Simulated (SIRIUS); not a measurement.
A self-consistent single point of InSb (F-43m, 8 atoms in the cell; from Materials Project mp-20012, changed as shown).

```xyz
8
Lattice="6.5006 0.0000 0.0000 0.0000 6.5006 0.0000 0.0000 0.0000 6.5006" Properties=species:S:1:pos:R:3 pbc="T T T"
In     0.0000     0.0000     0.0000
In     0.0000     3.2503     3.2503
In     3.2503     0.0000     3.2503
In     3.2503     3.2503     0.0000
Sb     1.6251     1.6251     4.8754
Sb     1.6251     4.8754     1.6251
Sb     4.8754     1.6251     1.6251
Sb     4.8754     4.8754     4.8754
```

Level of theory: LDA (PW92), GBRV LDA ultrasoft pseudopotentials (plane waves; SIRIUS).

SIRIUS settings:

| setting | value |
|---|---|
| parameters.ngridk | 4 4 4 |
| parameters.xc_functionals | [XC_LDA_X, XC_LDA_C_PW] |
| parameters.gk_cutoff | 6.325 1/bohr |
| parameters.pw_cutoff | 14.143 1/bohr |
| parameters.smearing | fermi_dirac |
| parameters.smearing_width | 0.00499791 Ha |
| potentials | GBRV LDA ultrasoft pseudopotentials |
| parameters.electronic_structure_method | pseudopotential |
| parameters.num_bands | 67 |
| parameters.num_mag_dims | 0 |
| parameters.num_dft_iter | 100 |
| parameters.energy_tol | 1e-07 Ha |
| parameters.density_tol | 1e-06 |
| mixer.type | anderson |
| mixer.beta | 0.7 |
| mixer.use_hartree | false |

Results:

| Property | Value |
|---|---|
| Number of valence electrons | 112 |
| Number of bands | 67 |
| Number of k-points after the program's reduction | 10 |
| Number of plane waves (most at a k-point) | 8024 |
| Number of SCF iterations | 21 |
| FFT grid | 60 × 60 × 60 |
| Free energy E − TS | -17291.3760 eV |
| Fermi level (on the code's own zero) | 7.14 eV |
| Pressure | -1.42 GPa |

Stress (GPa, positive for compression):
```
-1.42   0.00   0.00
 0.00  -1.42   0.00
 0.00   0.00  -1.42
```

For comparison: a first run was changed to give this one (lattice scaled by 0.98), and from it to this one the free energy drops by 28.5 meV/atom and the pressure goes from -3.55 to -1.42 GPa.

The structure comes from a collection of computed structures, made at another level of theory; the collection holds predicted forms beside known ones. No clean gap shows at this smearing width and mesh (spacing up to 0.24 Å⁻¹); the mesh is coarse for partly filled bands, so the values carry mesh errors. Semi-local functionals can close small gaps.

Cost on one core: roughly 5 core-minutes.
